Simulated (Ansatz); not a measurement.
Cu2Se:
```xyz
3
Lattice="0.0000 2.8591 2.8591 2.8591 0.0000 2.8591 2.8591 2.8591 0.0000" Properties=species:S:1:pos:R:3 pbc="T T T"
Cu     4.2887     4.2887     4.2887
Cu     1.4296     1.4296     1.4296
Se     0.0000     0.0000     0.0000
```

Relaxed with PBEsol. Special points in fractions of this cell's reciprocal vectors: Γ (0.000, 0.000, 0.000); X (0.500, 0.000, 0.500); U (0.625, 0.250, 0.625); K (0.375, 0.375, 0.750); L (0.500, 0.500, 0.500); W (0.500, 0.250, 0.750).

Problem. List the band energies nearest the Fermi level at these points for DFT-PBEsol in the program Ansatz with PAW potentials.

Solution. In eV from the Fermi level; about four levels below and three above (degenerate sets whole), none deeper than 8.9 eV; points with the same levels are listed once.

```tsv
k	below	above
Γ	-2.62 -2.62 -2.62 -2.20 -2.20 -1.21	0.01 0.01 0.01
X	-2.53 -2.53 -2.22 -2.01	1.26 1.27 7.66
U	-2.75 -2.68 -1.98 -1.77	1.42 3.84 5.99
L	-3.03 -3.03 -2.88 -0.69 -0.69	0.08 4.11 4.11
W	-2.76 -2.72 -2.00 -2.00	3.96 4.17 4.17
```

Space group Fm-3m (anti-fluorite). The first step of the workflow began from a Materials Project structure, measured or hypothetical; the Crystallography Open Database copy checked does not list it. COD files the formula under space group No. 216, so this cell is another polymorph or a model. Whether it is the stable phase at ambient conditions was not checked. Symmetry was held in the PBEsol relaxation; of distortions, only those at the zone centre were tested. No spin polarisation was allowed. A small band overlap can be real or an error of a semilocal functional. The Fermi level of a semimetal is unsure by some 0.05 eV on such meshes. Spin–orbit coupling is left out wherever it is not named.

Potentials: the later of the program's two PAW sets.
